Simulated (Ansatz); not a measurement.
# Slab of rocksalt TiN (100), 1 layer

The slab is cut from the rocksalt crystal, which needn't be the stable phase, as relaxed on PAW files (9.58 Å³/atom), with 16 Å of vacuum and a dipole correction:

```yaml
crystal:
  lattice:
    - [3.00328, 0.00000, 0.00000]
    - [0.00000, 3.00328, 0.00000]
    - [0.00000, 0.00000, 16.00000]
  atoms:
    - { symbol: Ti, position: [0.25000, 0.25000, 0.50000] }
    - { symbol: N, position: [0.75000, 0.75000, 0.50000] }
```

Level of theory: DFT with PBE, scalar-relativistic, in Ansatz 0.2.0; a Γ-centred 12×12×1 k mesh, Fermi–Dirac smearing of 0.08 eV, no spin polarisation. LAPW: all electrons, basis error target 1 meV/atom; PAW: frozen-core files, cutoff 420 eV.

The bulk energy comes from a cell in the slab's orientation on a 12×12×9 mesh. The surface energy is (E(slab) − N·E(bulk))/2A at zero smearing, the mean of both faces; thin slabs carry quantum-size effects.

Task: As cut, the LAPW slab lies 2.103 eV above 2 atoms of bulk. What surface energy is that?

Result: Over two faces of 9.02 Å² it is 116.6 meV/Å², and times 16.02 J/m² per eV/Å² that gives γ = 1.868 J/m².

```tsv
method	γ as cut (J/m²)	Φ as cut (eV)
LAPW	1.868	3.81
PAW	1.865	3.81
```

Task: What changes if the vacuum is set to 13 Å?

Result: LAPW then gives: no gap, work function 3.81 eV; PAW: no gap, work function 3.81 eV. The program warns that the vacuum is too thin.
